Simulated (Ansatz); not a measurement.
Bi2Se3:
```xyz
5
Lattice="4.1873 0.0000 0.0000 -2.0936 3.6263 0.0000 0.0000 0.0000 10.6833" Properties=species:S:1:pos:R:3 pbc="T T T"
Bi     0.0000     2.4175     1.9523
Bi     2.0936     1.2088     8.7310
Se     0.0000     0.0000     0.0000
Se     0.0000     2.4175     7.1682
Se     2.0936     1.2088     3.5151
```

Relaxed with PBE. Special points in fractions of this cell's reciprocal vectors: Γ (0.000, 0.000, 0.000); M (0.500, 0.000, 0.000); K (0.333, 0.333, 0.000); A (0.000, 0.000, 0.500); L (0.500, 0.000, 0.500); H (0.333, 0.333, 0.500).

**Question.** List the band energies nearest the valence-band maximum at these points for PBE in the plane-wave PAW code Ansatz.

**Answer.** In eV from the valence-band maximum; about four levels below and three above (degenerate sets whole), none deeper than 8.9 eV; points with the same levels are listed once.

| k | below | above |
|---|---|---|
| Γ | -1.14 -1.14 -0.69 -0.69 -0.07 | 0.75 2.06 2.06 |
| M | -1.89 -1.20 -0.86 -0.50 | 1.67 2.83 2.98 |
| K | -2.12 -2.12 -1.22 -0.59 -0.59 | 2.12 3.14 3.14 |
| A | -0.81 -0.71 -0.71 -0.33 | 0.85 2.06 2.06 |
| L | -1.66 -0.87 -0.80 -0.76 | 1.50 2.69 2.80 |
| H | -2.39 -2.39 -1.35 -0.28 -0.28 | 2.46 2.85 2.85 |

Space group P-3m1 (La2O3 or Ni2Al3 type). A made-up cell: these elements were put on the sites of a structure type; neither database checked (COD, Materials Project) lists it. It is not the phase usual at ambient conditions (space group No. 166). The PBE relaxation kept the symmetry of its start; its stability against distortions is not shown here. Scalar-relativistic: spin–orbit coupling is off unless named, which matters more the heavier the elements.

Potentials: the later of the program's two PAW sets.
